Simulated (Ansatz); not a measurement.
Structure types of Y compared at 15 GPa

Structure types of Y are relaxed in primitive cells with their symmetry kept at 15 GPa, on PAW files; LAPW relaxes the small cells further and takes the PAW cell for the others (marked *). The enthalpy is E + pV at zero temperature, without zero-point motion. Only the types listed were tried, and differences under about 5 meV/atom are mesh noise. The real phase may be another.

All numbers are PBEsol results (scalar-relativistic) from Ansatz 0.2.0, with Fermi–Dirac smearing of 0.05 eV, no spin polarisation. Methods: LAPW: all electrons, basis error target 0.5 meV/atom; PAW: frozen-core files, cutoff 420 eV.

k meshes: fcc 14×14×14, bcc 15×15×15, hcp 14×14×7, simple hexagonal 14×14×13, sc 13×13×13, dhcp 11×11×3.

The PAW files were made under PBE.

Question: Which type is lowest in enthalpy, and by how much?

Answer: dhcp, 19 meV/atom below fcc. The whole table:

```json
{"start type": "fcc", "ends as": "fcc, Fm-3m", "a, b, c (Å)": "4.589, 4.589, 4.589", "V (Å³/atom)": "24.16", "H − H(lowest), LAPW (meV/atom)": "19.2", "same, PAW": "19.2"}
{"start type": "bcc", "ends as": "bcc, Im-3m", "a, b, c (Å)": "3.652, 3.652, 3.652", "V (Å³/atom)": "24.34", "H − H(lowest), LAPW (meV/atom)": "161.0", "same, PAW": "160.9"}
{"start type": "hcp", "ends as": "hcp, P6_3/mmc", "a, b, c (Å)": "3.284, 3.284, 5.220", "V (Å³/atom)": "24.37", "H − H(lowest), LAPW (meV/atom)": "35.6", "same, PAW": "35.6"}
{"start type": "simple hexagonal", "ends as": "simple hexagonal, P6/mmm", "a, b, c (Å)": "3.077, 3.077, 2.923", "V (Å³/atom)": "23.98", "H − H(lowest), LAPW (meV/atom)": "467.1", "same, PAW": "467.0"}
{"start type": "sc", "ends as": "sc, Pm-3m", "a, b, c (Å)": "2.875, 2.875, 2.875", "V (Å³/atom)": "23.77", "H − H(lowest), LAPW (meV/atom)": "815.5", "same, PAW": "815.3"}
{"start type": "dhcp*", "ends as": "dhcp, P6_3/mmc", "a, b, c (Å)": "3.260, 3.260, 10.496", "V (Å³/atom)": "24.16", "H − H(lowest), LAPW (meV/atom)": "0.0", "same, PAW": "0.0"}
```

Question: Split the lead of dhcp over fcc into energy and pV.

Answer: For fcc less dhcp: ΔE = +18.8 meV/atom, and p·ΔV = 15 GPa × +0.0050 Å³ × 6.242 meV/(GPa·Å³) = +0.5 meV/atom, together 19.3 meV/atom. dhcp wins on both counts.
